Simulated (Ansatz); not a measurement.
Theory: DFT PBE, scalar-relativistic, plane waves, PAW in Ansatz. Settings: cutoff 420 eV, Γ-centred meshes spaced at most about 0.3 Å⁻¹, and about 0.25 Å⁻¹ or finer for metals (2π included), Gaussian smearing. No spin polarisation in the final relaxations.

Each of these unrelaxed guesses is relaxed in cell and atoms within its symmetry. A guess keeps its type if space group and coordination stay and the shape of the cell changes little (axis ratios within about 15 %, angles within 6°); the volume may change.

1. HfNiP2 (collinear spin from parallel moments)

```cif
data_structure
_symmetry_space_group_name_H-M 'P6/mmm'
_symmetry_Int_Tables_number 191
_cell_length_a 3.8511
_cell_length_b 3.8511
_cell_length_c 6.3287
_cell_angle_alpha 90.000
_cell_angle_beta 90.000
_cell_angle_gamma 120.000
_cell_volume 81.29
loop_
_atom_site_label
_atom_site_type_symbol
_atom_site_symmetry_multiplicity
_atom_site_Wyckoff_symbol
_atom_site_fract_x
_atom_site_fract_y
_atom_site_fract_z
_atom_site_occupancy
Hf1 Hf 1 a 0.00000 0.00000 0.00000 1
Ni1 Ni 1 b 0.00000 0.00000 0.50000 1
P1 P 2 e 0.00000 0.00000 0.72290 1
```

2. Te3WCl2

```cif
data_structure
_symmetry_space_group_name_H-M 'P4/mmm'
_symmetry_Int_Tables_number 123
_cell_length_a 5.1001
_cell_length_b 5.1001
_cell_length_c 7.6406
_cell_angle_alpha 90.000
_cell_angle_beta 90.000
_cell_angle_gamma 90.000
_cell_volume 198.74
loop_
_atom_site_label
_atom_site_type_symbol
_atom_site_symmetry_multiplicity
_atom_site_Wyckoff_symbol
_atom_site_fract_x
_atom_site_fract_y
_atom_site_fract_z
_atom_site_occupancy
Te1 Te 2 e 0.50000 0.00000 0.50000 1
Te2 Te 1 d 0.50000 0.50000 0.50000 1
W1 W 1 b 0.00000 0.00000 0.50000 1
Cl1 Cl 2 g 0.00000 0.00000 0.73524 1
```

3. ZrH6

```cif
data_structure
_symmetry_space_group_name_H-M 'Cmm2'
_symmetry_Int_Tables_number 35
_cell_length_a 3.3092
_cell_length_b 5.3761
_cell_length_c 6.3998
_cell_angle_alpha 90.000
_cell_angle_beta 90.000
_cell_angle_gamma 90.000
_cell_volume 113.85
loop_
_atom_site_label
_atom_site_type_symbol
_atom_site_symmetry_multiplicity
_atom_site_Wyckoff_symbol
_atom_site_fract_x
_atom_site_fract_y
_atom_site_fract_z
_atom_site_occupancy
Zr1 Zr 2 b 0.50000 0.00000 0.92309 1
H1 H 8 f 0.76185 0.08507 0.21842 1
H2 H 4 d 0.14035 0.00000 0.81296 1
```

**Question.** Which guesses survive the relaxation?

**Answer.** Guess 2 keeps its type.

| guess | kept | start group | end group | V start (Å³/atom) | V end | b/a and c/a, end over start | nearest neighbours start | nearest neighbours end |
| --- | --- | --- | --- | --- | --- | --- | --- | --- |
| 1 | no | P6/mmm | P6/mmm | 20.3 | 17.5 | 1.00, 1.93 | Hf 2, Ni 2, P 1 | Hf 2, Ni 2, P 1 |
| 2 | yes | P4/mmm | P4/mmm | 33.1 | 47.8 | 1.00, 0.99 | Cl 1, Te 4, W 2 | Cl 1, Te 4, W 2 |
| 3 | no | Cmm2 | Cmm2 | 8.1 | 13.4 | 0.78, 1.25 | H 1, Zr 2 | H 1, Zr 4 |

Neighbours count within 15 % of an atom's shortest distance; end groups are read at 0.02 Å (0.05 Å in metals).

Weakly bound directions are ill-defined at this level, which has no dispersion term (Te3WCl2 P4/mmm, ZrH6 Cmm2). Spin–orbit coupling, which can matter for Hf, Te and W, is left out. Trial moments died out on the coarse mesh in HfNiP2 P6/mmm; another magnetic start might hold. Cells relaxed within their symmetry can be saddle points.
